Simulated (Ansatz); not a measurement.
NbRu:
```
NbRu
1.0
    3.13929     0.00000     0.00000
    0.00000     3.13929     0.00000
    0.00000     0.00000     3.13929
Ru Nb
1 1
Cartesian
  1.56965   1.56965   1.56965
  0.00000   0.00000   0.00000
```

Relaxed with PBEsol. Special points in fractions of this cell's reciprocal vectors: Γ (0.000, 0.000, 0.000); X (0.000, 0.500, 0.000); M (0.500, 0.500, 0.000); R (0.500, 0.500, 0.500).

Question: List the band energies nearest the Fermi level at these points for DFT-PBEsol with spin–orbit coupling in the program Ansatz with PAW potentials.

Answer: In eV from the Fermi level; about four levels below and three above (degenerate sets whole), none deeper than 8.9 eV; points with the same levels are listed once.

| k | below | above |
|---|---|---|
| Γ | -2.46 -2.46 -2.46 -2.46 -2.28 -2.28 | 0.86 0.86 0.86 0.86 |
| X | -0.35 -0.35 -0.22 -0.22 | 1.09 1.09 1.78 1.78 |
| M | -4.11 -4.11 -0.27 -0.27 | 0.10 0.10 1.11 1.11 1.12 1.12 |
| R | -0.18 -0.18 -0.18 -0.18 | 3.54 3.54 3.54 3.54 |

Space group Pm-3m (CsCl type). The workflow started from an entry of the Crystallography Open Database (COD), which files this formula under 2 space groups. Its standing as an ambient phase is unchecked. The cell was relaxed with PBEsol under the symmetry of its start. At this level the phase is mechanically unstable. No spin polarisation was allowed.

Potentials: the later of the program's two PAW sets.
